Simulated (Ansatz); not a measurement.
Starting cell, Zr (hcp, Mg type):

```yaml
crystal:
  lattice:
    - [6.46319, 0.00000, 0.00000]
    - [-1.61580, 2.79864, 0.00000]
    - [0.00000, 0.00000, 5.17363]
  atoms:
    - { symbol: Zr, position: [0.16667, 0.66667, 0.75000] }
    - { symbol: Zr, position: [0.66667, 0.66667, 0.75000] }
    - { symbol: Zr, position: [0.33333, 0.33333, 0.25000] }
    - { symbol: Zr, position: [0.83333, 0.33333, 0.25000] }
```

In this cell atom 4 (Zr, nearest neighbour Zr at 3.189 Å; its periodic images, 3.2 Å or more away, move with it) is moved by s along Cartesian x, unit vector (1.000, 0.000, 0.000); all other atoms and the cell stay fixed.

Method: PBE (plane waves to 420 eV, PAW, scalar-relativistic; Ansatz, a first-principles code). k mesh 13×13×7 (Γ-centred), Fermi-Dirac smearing 0.05 eV. Energies are smeared free energies. Left out: 2 of 11 points, with atoms too close for the PAW data. With partly filled bands, energies and forces of such displacements shift with the k mesh and the smearing. The PAW data are Ansatz's earlier set. Zr is run without spin polarisation. Zr was relaxed with its symmetry unable to fall. The zero of ΔE is the undisplaced structure.

**Question.** Predict the ΔE (meV/cell) at s (Å) = -0.512, -0.384, -0.256, -0.128, 0.128, 0.256, 0.384, 0.512.

**Answer.** 
```
s (Å)   ΔE (meV/cell)
------  -------------
-0.512            608
-0.384            343
-0.256            156
-0.128             40
0.128              39
0.256             153
0.384             336
0.512             590
```

(For displaced atoms, the force is minus the slope of the energy, and its curvature is a force constant, which sets phonon frequencies.)
